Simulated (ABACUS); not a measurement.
Worked example: self-consistent single point of WS₂ (R3m, 3 atoms in the cell; from Materials Project mp-9813, changed as shown) in ABACUS.

All values come from this method and carry its errors: LDA (PW92), numerical atomic orbitals DZP (confined pseudo-atomic orbitals with Gaussian additions; energy shift 0.01 Ry), PseudoDojo 0.4 standard norm-conserving LDA (tails mended) pseudopotentials (ABACUS 3.10.1).

The change in words: lattice scaled by 0.98. Reference geometry (R3m):
```
CELL_PARAMETERS angstrom
      1.58288     0.91388     6.45086
     -1.58288     0.91388     6.45086
      0.00000    -1.82775     6.45086
ATOMIC_POSITIONS crystal
  W  0.00067 0.00067 0.00067
  S  0.41411 0.41411 0.41411
  S  0.25392 0.25392 0.25392
```

Reference input (self-consistent single point, DFT, LDA (PW92), numerical atomic orbitals DZP (confined pseudo-atomic orbitals with Gaussian additions; energy shift 0.01 Ry), PseudoDojo 0.4 standard norm-conserving LDA (tails mended) pseudopotentials): basis = DZP numerical atomic orbitals, energy shift 0.01 Ry; KPT = Gamma 8 8 8 0 0 0; basis_type = lcao; dft_functional = PWLDA; ecutwfc = 100 Ry; smearing_method = fd; smearing_sigma = 0.00146997 Ry; potentials = PseudoDojo 0.4 standard norm-conserving LDA (tails mended); symmetry = 1; symmetry_prec = 1e-05; ks_solver = genelpa; scf_nmax = 100. This run's input differs from it in these lines:

```diff
@@ -34,5 +34,5 @@
 LATTICE_VECTORS
-   2.9912096881    1.7269772416   12.1903605580
-  -2.9912096881    1.7269772416   12.1903605580
-   0.0000000000   -3.4539525935   12.1903605580
+   2.9313847385    1.6924368275   11.9465537626
+  -2.9313847385    1.6924368275   11.9465537626
+   0.0000000000   -3.3848736550   11.9465537626
 
@@ -44,3 +44,3 @@
 1
-   0.0000000000    0.0000000007    0.0129662306 1 1 1
+  -0.0000000000    0.0000000000    0.0127069064 1 1 1
 
@@ -49,4 +49,4 @@
 2
-   0.0000000000    0.0000004141    8.0141562039 1 1 1
-   0.0000000000    0.0000002539    4.9140078754 1 1 1
+   0.0000000000    0.0000000000    7.8538733531 1 1 1
+  -0.0000000000    0.0000000000    4.8157278854 1 1 1
 # file: KPT
```

The program printed (abridged):

```
 SELF-CONSISTENT
 -------------------------------------------

                  longest orb rcut (Bohr) = 7.3
   longest nonlocal projector rcut (Bohr) = 2.06
                     search radius (Bohr) = 18.7

                          real space grid = [ 80, 80, 80 ]
                                 init_chg = atomic

 LCAO ALGORITHM --------------- ION=   1  ELEC=   1--------------------------------

 Density error is 0.0583615247034
 E_KohnSham     -196.2082092129      -2669.5496396718
 E_Fermi        0.8747028986         11.9009434782

 LCAO ALGORITHM --------------- ION=   1  ELEC=   2--------------------------------

   [... lines left out ...]

   [... 5 blocks of this kind left out ...]

 LCAO ALGORITHM --------------- ION=   1  ELEC=   8--------------------------------

 Density error is 5.98600628779e-06
 E_KohnSham     -196.2267422569      -2669.8017946715
 E_Fermi        0.8850903179         12.0422715681

 LCAO ALGORITHM --------------- ION=   1  ELEC=   9--------------------------------

 Density error is 6.01051106652e-07
 E_KohnSham     -196.2267422574      -2669.8017946778
 E_KS(sigma->0) -196.2267422574      -2669.8017946778
 E_entropy(-TS) -0.0000000000        -0.0000000000
 E_Fermi        0.8850898023         12.0422645529
 charge density convergence is achieved
 final etot is -2669.8017947 eV
 EFERMI = 12.042264553 eV

 STATE ENERGY(eV) AND OCCUPATIONS    NSPIN == 1
   [... 20 lines left out ...]

 TOTAL-FORCE (eV/Angstrom)
                        W1         0.0000000000         0.0000000000        -0.0088335302
                        S1         0.0000000000         0.0000000000         1.4622476104
                        S2         0.0000000000         0.0000000000        -1.4534140802

 TOTAL-STRESS (KBAR)
        68.2239385733         0.0000000000         0.0000000000
        -0.0000000000        68.2238531438         0.0000000000
         0.0000000000         0.0000000000       104.3498484100
 TOTAL-PRESSURE: 80.265880 KBAR

 --------------------------------------------
 !FINAL_ETOT_IS -2669.8017946778472833 eV
 --------------------------------------------
```

The run converged in 9 iterations. Against the reference run the free energy goes up by 15.0 meV/atom, the pressure goes from -3.05 to 8.03 GPa, the largest force goes from 0.231 to 1.462 eV/Å and the gap on the mesh goes from 1.384 to 1.360 eV.

Spin-orbit coupling is left out, which matters for bands and gaps with elements this heavy. The atom-centred basis is finite, which shifts total energies, pressures, gaps and forces against plane waves. Forces above 1 eV/Å remain at this geometry, of which the finite basis can carry a part. The structure comes from a collection of computed structures, made at another level of theory; the collection holds predicted forms beside known ones. Its lattice was then scaled.

Cost on one core: roughly 22 core-seconds.

The atomic orbitals were generated for these runs; they are not ABACUS's published sets and were checked against plane waves on a few crystals only.

“Tails mended”: in these copies of the files the far tail of each local potential was reset to the Coulomb form.
